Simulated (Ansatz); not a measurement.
With DFT-PBEsol in the program Ansatz with PAW potentials, Sn in the simple hexagonal structure (P6/mmm) relaxes to a = 3.208 Å, c = 3.016 Å.

Electronic character: metallic (no gap).

The start of the workflow was typed in or built on a structure type; neither database checked (COD, Materials Project) lists it. It is not the phase usual at ambient conditions (space group No. 141). The PBEsol relaxation kept the symmetry of its start; its stability against distortions is not shown here. Axis ratios of metals converge slowly with the k-mesh, so a and c are less sure than the volume. Spin–orbit coupling is left out wherever it is not named.

Potentials: the later of the program's two PAW sets.
